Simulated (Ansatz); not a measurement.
Cs2O:
```yaml
crystal:
  lattice:
    - [2.05500, 1.18646, 6.92681]
    - [-2.05500, 1.18646, 6.92681]
    - [0.00000, -2.37291, 6.92681]
  atoms:
    - { symbol: Cs, position: [0.26076, 0.26076, 0.26076] }
    - { symbol: Cs, position: [0.73924, 0.73924, 0.73924] }
    - { symbol: O, position: [0.00000, 0.00000, 0.00000] }
```

Relaxed with PBEsol.

**Question.** Map the electron localisation function on the plane through (0.261, 0.261, 0.261) spanned by u = [1, 0, 0] and v = [-1, 1, 1] in lattice vectors, from the program Ansatz at the PBEsol level (PAW).

**Answer.** x is the fraction of u, y of v (the angle between them is 53°; rows are the nearest grid lines); atoms in the plane: Cs at (0.00, 0.00), Cs at (0.96, 0.48), O at (0.48, 0.74).
```
|00289985100000000000000000013579997100|
|21148997310122110000000000000146899862|
|76568997411234432100000000000024789997|
|99999997411357777643110000000000246899|
|78899875211378999988643100000000001357|
|12455542101368986578986421000000000001|
|00123221001258986337898531000111000000|
|00000000000135789866788741112456654210|
|42100000000012357899998752124789998864|
|87631000000000012356777641126899999998|
|99863100000000000123556531126999888999|
|79997531000000000000011211025899620137|
|04899874100000000000000000003799950000|
|13799987520000000000000000000269998521|
|66899998631000000000000000000026999976|
|99999998753100000000000000000000257999|
|67889887642100000000000000000000000136|
|00123443321000000000000000011111000000|
|00000111100000000000000001123444321000|
|31000000000000000000000012467899988753|
|98631000000000000000000002468999999999|
|89998410000000000000000000257899987568|
|37999841000000000000000000136899984113|
|00289985100000000000000000013579997100|
```
Scale: ten equal steps from -0.004 (start of '0') to 0.906 (end of '9'), in the order '0123456789'; x runs from 0.000 to 1.00, y from 0.000 (bottom) to 1.00 (top).

The density is the valence pseudo-density with augmentation charge, so density and ELF within about 1 Å of a nucleus are not all-electron values.

Space group R-3m. Its axis ratio c/a = 5.06 departs by over 6 % from that of the usual cell of this phase: another minimum, or an error of the functional. The cell was relaxed with PBEsol under the symmetry of its start; whether a distortion lowers the energy is not shown. Spin–orbit coupling is left out wherever it is not named.

Potentials: the later of the program's two PAW sets.
